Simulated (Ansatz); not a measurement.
Input file for Ansatz (a quantum-chemistry and plane-wave program):

Ansatz 0.2 input:
```yaml
crystal:
  lattice:
    - [-4.9225235322, 4.9225235322, 2.4802063857]
    - [4.9225235322, -4.9225235322, 2.4802063857]
    - [4.9225235322, 4.9225235322, -2.4802063857]
  atoms:
    - { symbol: Ge, position: [0.75, 0.75, 0.0] }
    - { symbol: Ge, position: [0.25, 0.25, 0.0] }
    - { symbol: Ge, position: [0.1679120191, 0.3320879809, 0.5] }
    - { symbol: Ge, position: [0.8320879809, 0.6679120191, 0.5] }
    - { symbol: Ge, position: [0.3320879809, 0.8320879809, 0.1641759618] }
    - { symbol: Ge, position: [0.6679120191, 0.1679120191, 0.8358240382] }
    - { symbol: Mo, position: [0.7700377182, 0.9226415083, 0.6926792266] }
    - { symbol: Mo, position: [0.2299622818, 0.0773584917, 0.3073207734] }
    - { symbol: Mo, position: [0.9226415083, 0.2299622818, 0.1526037901] }
    - { symbol: Mo, position: [0.0773584917, 0.7700377182, 0.8473962099] }
    - { symbol: Mo, position: [0.7299622818, 0.4226415083, 0.1526037901] }
    - { symbol: Mo, position: [0.2700377182, 0.5773584917, 0.8473962099] }
    - { symbol: Mo, position: [0.5773584917, 0.7299622818, 0.3073207734] }
    - { symbol: Mo, position: [0.4226415083, 0.2700377182, 0.6926792266] }
    - { symbol: Mo, position: [0.75, 0.25, 0.5] }
    - { symbol: Mo, position: [0.25, 0.75, 0.5] }
kpoints:
  mp_grid: { grid: [9, 9, 9] }
hamiltonian:
  xc: r2scan
  pseudopotentials: { kind: paw }
scf:
  occupations: { method: gaussian, width: 0.05 }
checkpoint: { read: metal.run }
output: { bader: true, populations: true }
```

Output (shortened):

```
Pseudopotential: Ge, paw, valence charge 14
Pseudopotential: Mo, paw, valence charge 14
Functional definition: r2SCAN
Crystal: 16 atoms, lattice volume = 240.394 Å³
Basis set: ecut = 500 eV, 6113 PW (Γ), exchange–correlation on 216×216×216 points (64 copies of the dense FFT grid, shifted against one another)
Bands: 135, of which v1, the nominal top of the filled ones, is band 112 counted from 1 (111 counted from 0)
Symmetry: 16 space group operations
Space group: I4/mcm (ITA 140), of the structure as read, at distance tolerance 6.2e-5 Å
k-points: 75 of 729
Stability of the state it starts from, as read at its close in the unpolarized treatment …
iter 1 solved again at ethr=1.77e-8 eV; its pass at ethr=3.10e-3 eV (dr2=3.97e-5 eV) is discarded
SCF iter   1: F=—  HF=-75495.113072 eV  |F-HF|=—  |Δ(HF+E_count)|=         —  Δρ=5.62e-7  dr2=1.18e-9  dr2_τ=8.25e-11  ethr=1.77e-8  ⟨swp⟩=4.0  Hψ=64505  notcnv=0
preconditioner: auto → Kerker (q_TF=auto, 2.696 Å⁻¹)
SCF iter   2: F=-75495.113072 eV  HF=-75495.113072 eV  |F-HF|=2.91e-10  |Δ(HF+E_count)|=   1.01e-7  Δρ=2.86e-7  dr2=3.32e-10  dr2_τ=9.89e-11  ethr=1.00e-12  ⟨swp⟩=6.1  Hψ=34031  notcnv=0
SCF 1 converged in 2 iterations: F = -75495.113072 eV  dr2 = 3.32e-10
SCF converged after 2 iterations
Free energy (F): -75495.113072 eV
Harris-Foulkes:  -75495.113072 eV  (|F-HF|=2.91e-10)
Internal energy: -75495.102153 eV  (E = F + TS)
E sigma→0 (E₀):  -75495.107613 eV
Entropy (-TS):   -0.010918 eV (-0.682 meV/atom)
Fermi energy:    19.464893 eV
--- Per-component energies (eV) ---
  E_band       = -989.259731
  E_kinetic    = 5092.720538
  E_local      = -19407.292976  (includes V_loc(G=0)·N_el)
  E_nonlocal   = 3961.651395
  E_hartree    = 7786.552689
  E_xc         = -2209.523841
  E_vxc        = -2985.461717  (∫ρ·V_xc dr)
  E_paw        = -44388.808192  (= ΣΔE_a)
  E_vpaw       = -3417.830640  (= ΣTr[D̂ρ^β])
  E_aug_tail   = 0.000101  (compensation charges beyond the density's cutoff)
  E_vtau       = 193.848421  (kinetic-family band-sum trace: ∫τ·v_τ [+ j·A + Jᵃ·Aᵃ] dr)
  E_ewald      = -26321.675236
  E_core_change = -8.726631  (= ΣΔE_core)
  E_smearing   = -0.010918  (= −TS)
  E_closure    =  0.000000  (closes the sum)
  Σ components = -75495.113072   (vs F -75495.113072, Δ=0.00e0)
  [band-id]    e_kinetic+e_local+e_nonlocal+2·e_hartree+e_vxc+e_vpaw+e_augmentation_tail+e_vtau = -989.259500   (vs E_band -989.259731, Δ=2.31e-4)
--- Band table (eV; the first three rows and the last of 75) ---
  k-point 0: bands = ["-43.8278", "-43.7446", "-43.7296", "-43.7296", "-43.6972", "-43.6678", "-43.6439", "-43.6439", "-43.6165", "-43.4577", "-18.2986", "-17.4627", "-17.4391", "-17.4391", "-17.3470", "-17.3470", "-17.3345", "-17.3244", "-17.2928", …
  k-point 1: bands = ["-43.8275", "-43.7447", "-43.7305", "-43.7291", "-43.6966", "-43.6695", "-43.6438", "-43.6425", "-43.6167", "-43.4577", "-18.2985", "-17.4666", "-17.4369", "-17.4335", "-17.3574", "-17.3465", "-17.3370", "-17.3126", "-17.2960", …
  k-point 2: bands = ["-43.8266", "-43.7450", "-43.7326", "-43.7279", "-43.6954", "-43.6735", "-43.6434", "-43.6394", "-43.6171", "-43.4577", "-18.2984", "-17.4707", "-17.4313", "-17.4258", "-17.3715", "-17.3452", "-17.3409", "-17.3037", "-17.2951", …
  k-point 74: bands = ["-43.8226", "-43.7416", "-43.7410", "-43.7255", "-43.6919", "-43.6909", "-43.6334", "-43.6331", "-43.6210", "-43.4577", "-18.2978", "-17.4460", "-17.4437", "-17.4000", "-17.3975", "-17.3419", "-17.3330", "-17.3268", "-17.3257", …
--- Löwdin populations: 16 sites ---
  site symbol       q [e]
     0     Ge     14.1577
     1     Ge     14.1577
     2     Ge     14.1511
     3     Ge     14.1511
     4     Ge     14.1511
     5     Ge     14.1511
     6     Mo     13.8268
     7     Mo     13.8268
     8     Mo     13.8268
     9     Mo     13.8268
    10     Mo     13.8268
    11     Mo     13.8268
    12     Mo     13.8268
    13     Mo     13.8268
    14     Mo     13.8237
    15     Mo     13.8237
  spilling = 0.003655 (of n_electrons = 224.000000)
--- Bader charges: 16 sites ---
  site symbol  charge [e]  shift [e]
     0     Ge     -0.6163     0.0000
     1     Ge     -0.6164     0.0000
     2     Ge     -0.6074     0.0001
     3     Ge     -0.6074     0.0001
     4     Ge     -0.6074     0.0001
     5     Ge     -0.6074     0.0001
     6     Mo      0.3883     0.0001
     7     Mo      0.3884     0.0001
     8     Mo      0.3884     0.0001
     9     Mo      0.3883     0.0001
    10     Mo      0.3883     0.0001
    11     Mo      0.3884     0.0001
    12     Mo      0.3884     0.0001
    13     Mo      0.3883     0.0001
    14     Mo      0.2777     0.0001
    15     Mo      0.2777     0.0001
  shift: an alarm, by how much a part of what the PAW files miss would move the charge. Where it is large, compare
  with a run on PAW files of another source; a small one proves nothing
  estimated error of the sums over rays = 9.2e-4 e
```

Cost: very roughly 5 core-minutes on shared cores.

The first step of the workflow began from a Materials Project structure, measured or hypothetical; the Crystallography Open Database copy checked does not list it. Its standing as an ambient phase is unchecked. Symmetry was held in the r²SCAN relaxation; whether a distortion lowers the energy is not shown. The run is not spin-polarised. Spin–orbit coupling is left out wherever it is not named.

Potentials: the later of the program's two PAW sets.

Ansatz is a plane-wave DFT program.
